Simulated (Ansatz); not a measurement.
(100) slab cut from the bulk of Ta, 15 Å of vacuum:

```xyz
7
Lattice="3.3191 0.0000 0.0000 0.0000 3.3191 0.0000 0.0000 0.0000 24.9572" Properties=species:S:1:pos:R:3 pbc="T T T"
Ta    1.6595    1.6595    7.5000
Ta    0.0000    0.0000    9.1595
Ta    1.6595    1.6595   10.8191
Ta    0.0000    0.0000   12.4786
Ta    1.6595    1.6595   14.1381
Ta    0.0000    0.0000   15.7976
Ta    1.6595    1.6595   17.4572
```

Theory: DFT PBE, scalar-relativistic, plane waves, PAW (Ansatz). Plane waves to 420 eV, a k mesh through Γ of 10×10×1 on the computed 7-atom cell and Gaussian smearing (0.10 eV); no spin polarisation. A dipole correction removes the field between periodic images along c.

This base run converges in 9 iterations with a largest force of 1.218 eV/Å and a work function of 4.02 eV on the top face.

Settings are then changed, some of them on purpose to poor values; changes count from the base run, and γ keeps the base's bulk energy.

Q: What happens with at most 5 SCF iterations?

A: It doesn't converge (5 iterations).

Q: What happens with k mesh 1×10×1?

A: It converges in 11 iterations; ΔE at zero smearing (meV/atom) -261.8, Δγ (J/m²) -1.333, Δφ top (eV) +0.56, largest force (eV/Å) 2.299.

Q: What happens with occupations fermi-dirac 0.3 eV?

A: It converges in 8 iterations; ΔE at zero smearing (meV/atom) +6.8, Δγ (J/m²) +0.035, Δφ top (eV) -0.05, largest force (eV/Å) 1.057.

Q: What happens with k mesh 2×2×1?

A: It converges in 13 iterations; ΔE at zero smearing (meV/atom) +312.2, Δγ (J/m²) +1.589, Δφ top (eV) +0.16, largest force (eV/Å) 2.047.

Q: What happens with k mesh 5×5×1?

A: It converges in 10 iterations; ΔE at zero smearing (meV/atom) +10.9, Δγ (J/m²) +0.055, Δφ top (eV) +0.01, largest force (eV/Å) 1.056.

Settings at which electrons spill into the vacuum are left out.

Spin-orbit coupling is left out, which matters for the bands of heavy elements.
